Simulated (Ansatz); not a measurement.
Bulk PbS, relaxed with r²SCAN+D4 in the plane-wave PAW code Ansatz:

```cif
data_Pb2S2
_chemical_formula_sum 'Pb2 S2'
_space_group_name_H-M_alt 'P 1'
_space_group_IT_number 1
_cell_length_a 4.09271
_cell_length_b 4.09271
_cell_length_c 7.54033
_cell_angle_alpha 90.000
_cell_angle_beta 90.000
_cell_angle_gamma 119.991
loop_
_space_group_symop_operation_xyz
  'x, y, z'
loop_
_atom_site_label
_atom_site_type_symbol
_atom_site_fract_x
_atom_site_fract_y
_atom_site_fract_z
_atom_site_occupancy
Pb1 Pb 0.99998 0.00002 0.48601 1
Pb2 Pb 0.00002 0.99998 0.98601 1
S1 S 0.66660 0.33340 0.69319 1
S2 S 0.33340 0.66660 0.19319 1
```

One layer is taken out and relaxed. What does that cost?

285 meV/atom, or 43 meV/Å² of layer.

What lattice and gap has the free layer?

a = 3.897 Å; gap 2.57 eV, indirect.

Space group P3m1 (buckled honeycomb). The layer was cut from a bulk entry of the Materials Project (measured or hypothetical); whether that bulk phase is the ambient one, and whether the layer has been isolated, was not checked. Symmetry was held in the r²SCAN+D4 relaxation; whether a distortion lowers the energy is not shown. Scalar-relativistic: spin–orbit coupling is off unless named, which matters more the heavier the elements.

Potentials: the later of the program's two PAW sets.
